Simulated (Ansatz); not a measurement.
Bi₂Pt, first-principles data

Bi2Pt:
Space group Pa-3 (No. 205); a = 6.721 Å, b = 6.721 Å, c = 6.721 Å, α = 90.00°, β = 90.00°, γ = 90.00°

```json
[
 {"atom": "Bi", "site": "8c", "symmetry": ".3.", "x": "0.3701", "y": "0.3701", "z": "0.3701"},
 {"atom": "Pt", "site": "4a", "symmetry": ".-3.", "x": "0.0000", "y": "0.0000", "z": "0.0000"}
]
```

Space group Pa-3 (No. 205); conventional cell a = 6.721 Å, b = 6.721 Å, c = 6.721 Å, α = 90.00°, β = 90.00°, γ = 90.00°.

Method: DFT-PBEsol in the program Ansatz with PAW potentials. Structure relaxed to zero pressure with the same functional. Other levels are named where they apply.

**Cell and energy**

```json
{
 "volume_per_atom": "25.30 Å³",
 "density": "13.41 g/cm³",
 "Formation energy from the elements (no fitted shifts)": "-0.24 eV/atom"
}
```

**Electronic structure**

```json
{
 "electronic_character": "metallic (no gap)",
 "Density of states at the Fermi level": "0.26 states/eV per atom (mean over ±0.08 eV)"
}
```

**Mechanics**

```json
{
 "Bulk modulus (Birch–Murnaghan fit)": "95.1 GPa",
 "Pressure derivative B′": "5.1",
 "Elastic constants (relaxed ions, GPa)": "C11 = 154, C12 = 65.8, C44 = 23.4",
 "mechanical_stability": "stable (all eigenvalues of C positive)",
 "hill_bulk_and_shear_moduli": "95.3 and 30.3 GPa",
 "Young's modulus": "82.1 GPa",
 "Poisson's ratio": "0.36",
 "debye_temperature_from_the_elastic_constants": "171 K"
}
```

The workflow started from a Materials Project entry (that database holds measured and hypothetical structures alike); the Crystallography Open Database files this formula in space group No. 205, but the cells were not matched. Whether it is the stable phase at ambient conditions was not checked. The PBEsol relaxation kept the symmetry of its start; whether a distortion lowers the energy is not shown. No spin polarisation was allowed. As this level gives no gap, shear constants depend on the k-mesh and smearing (Fermi–Dirac, 0.1 eV here). The references are the lowest solids computed at this level, not always the standard phases. Scalar-relativistic: spin–orbit coupling is off unless named, which matters more the heavier the elements.

Potentials: the later of the program's two PAW sets.
